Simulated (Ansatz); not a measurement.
Theory: Ansatz 0.2.0, DFT PBE, scalar-relativistic, plane waves, PAW. Settings: cutoff 420 eV, Γ-centred meshes spaced at most about 0.3 Å⁻¹, and about 0.25 Å⁻¹ or finer for metals (2π included), Gaussian smearing. No spin polarisation in the final relaxations.

These are static total energies at zero pressure.

Compare these two cells of SiGe3Ru2, each relaxed at this level.

A.

```cif
data_structure
_symmetry_space_group_name_H-M 'P6_3/mmc'
_symmetry_Int_Tables_number 194
_cell_length_a 6.0596
_cell_length_b 6.0596
_cell_length_c 6.9811
_cell_angle_alpha 90.000
_cell_angle_beta 90.000
_cell_angle_gamma 120.000
_cell_volume 222.00
loop_
_atom_site_label
_atom_site_type_symbol
_atom_site_symmetry_multiplicity
_atom_site_Wyckoff_symbol
_atom_site_fract_x
_atom_site_fract_y
_atom_site_fract_z
_atom_site_occupancy
Si1 Si 2 b 0.00000 0.00000 0.25000 1
Ge1 Ge 6 h 0.48027 0.51973 0.25000 1
Ru1 Ru 4 f 0.33333 0.66667 0.54009 1
```

B.

```cif
data_structure
_symmetry_space_group_name_H-M 'P6/mmm'
_symmetry_Int_Tables_number 191
_cell_length_a 5.4787
_cell_length_b 5.4787
_cell_length_c 3.9517
_cell_angle_alpha 90.000
_cell_angle_beta 90.000
_cell_angle_gamma 120.000
_cell_volume 102.72
loop_
_atom_site_label
_atom_site_type_symbol
_atom_site_symmetry_multiplicity
_atom_site_Wyckoff_symbol
_atom_site_fract_x
_atom_site_fract_y
_atom_site_fract_z
_atom_site_occupancy
Si1 Si 1 a 0.00000 0.00000 0.00000 1
Ge1 Ge 3 g 0.50000 0.00000 0.50000 1
Ru1 Ru 2 c 0.33333 0.66667 0.00000 1
```

Question: Which is lower in energy, and by how much?

Answer: B is lower, by 80 meV/atom. A has space group P6_3/mmc (No. 194), 18.5 Å³/atom and no gap on its mesh; B has space group P6/mmm (No. 191), 17.1 Å³/atom and no gap. Counting Ge or Si atoms around Ru (for each partner element, those within 1.25 times its shortest distance or 1.15 times the sum of covalent radii, where it is the nearest in units of that sum or under 1.3; a plus sign parts groups by distance over the sum of covalent radii), A has Ru 6 and B has Ru 6+3. The denser one is the lower, and pressure would at first widen the difference. Even the lower one lies +0.37 eV/atom against the reference forms of the elements (uncorrected), so neither is stable at this level. Both come from invented guesses. A third cell relaxed alike, in P-4m2, lies 0.51 eV/atom below the lower of the two.

Cells relaxed within their symmetry can be saddle points.
